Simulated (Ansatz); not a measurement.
Consider the following.

NaF (rock salt) is sheared across one {100} plane: the third cell vector gains the shift, so faults repeat every 7.1 Å. The cut lies between planes 2.35 Å apart; the cell height is held.

```
NaF
1.0
    3.32451     0.00000     0.00000
    0.00000     3.32451     0.00000
    1.66225     1.66225     7.05235
F Na
3 3
Direct
  0.00000   0.00000   0.83333
  0.33333   0.33333   0.16667
  0.66667   0.66667   0.50000
  0.50000   0.50000   0.83333
  0.83333   0.83333   0.16667
  0.16667   0.16667   0.50000
```

In-plane vectors a = (3.325, 0.000) Å, b = (0.000, 3.325) Å, area 11.05 Å². The shift is s times the vector a (length 3.325 Å), so s = 1 restores the start. Atoms relax along the normal only. γ = [E(shift) − E(0)] / area.

Method: PBE (plane waves to 420 eV, PAW, scalar-relativistic; Ansatz, a first-principles code). k mesh 9×9×9 (Γ-centred), Fermi-Dirac smearing 0.05 eV. Energies are extrapolated to zero smearing. Faults lie only 7.1 Å apart, and holding the cell height raises γ above its relaxed value. NaF was relaxed with its symmetry unable to fall. The relaxed volume of NaF is well above the measured one; the method has no dispersion term. The zero of γ is zero shift.

The scan covers s from 0.000 to 0.917 in 12 points.

**Question.** Does γ have a local minimum between the ends of the line, and at which s?

**Answer.** No computed point is one.

**Question.** At which s is γ highest?

**Answer.** s = 0.500.

**Question.** What is the highest γ among twelve even steps of s?

**Answer.** 657 mJ/m².

(The slope of γ gives the shear force per area between the displaced halves; near zero shift its curvature is an elastic stiffness.)
